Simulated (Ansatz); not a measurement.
AlCo (CsCl type, Pm-3m) at seven volumes, PBE in the plane-wave PAW code Ansatz, scaled uniformly. One row is withheld.

```tsv
V (Å³/atom)	P (GPa)
10.555	20.66
10.903	12.64
11.251	?
11.599	-0.01
11.947	-4.99
12.295	-9.23
12.643	-12.85
```

### Question
Fit the shown pressures and predict the withheld one.

### Answer
P = (3/2)B₀(x^(7/2) − x^(5/2))[1 + (3/4)(B′ − 4)(x − 1)] with x = (V₀/V)^(2/3). Least squares on the six rows gives V₀ = 11.598 Å³/atom, B₀ = 179 GPa, B′ = 4.28. At V = 11.251, x = 1.0205 and P = 5.80 GPa. The run itself gave 5.81 GPa.

The cell was relaxed with PBE under the symmetry of its start; phonons on a q-mesh show no instability. No spin polarisation was allowed.

Potentials: the later of the program's two PAW sets.
